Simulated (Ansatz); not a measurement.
ReW (CsCl type, Pm-3m), PBE (plane waves, PAW; program Ansatz), all energies at zero smearing, with the estimated change up to a 700 eV cutoff added, with one set of potentials and settings (totals compare only within such a set). Cell of 2 atoms (1 W, 1 Re): -21255.034 eV.

| element | reference phase | E (eV/atom) |
|---|---|---|
| W | Im-3m, 1 atoms in the cell | -10385.9177 |
| Re | P6_3/mmc, 2 atoms in the cell | -10869.3024 |

Formation energy per atom, worked out: (-21255.034 − 1×(-10385.9177) − 1×(-10869.3024))/2 = 0.093 eV/atom (9 kJ per mol of atoms), at 0 K, without zero-point energy or fitted corrections.

The cell is a constructed one: a structure type filled with these elements; neither database checked (COD, Materials Project) lists it. Whether it is the stable phase at ambient conditions was not checked. The PBE relaxation kept the symmetry of its start; its stability against distortions is not shown here. No spin polarisation was allowed. The references are the lowest solids computed at this level, not always the standard phases. Scalar-relativistic: spin–orbit coupling is off unless named, which matters more the heavier the elements.

Potentials: the earlier of the program's two PAW sets.
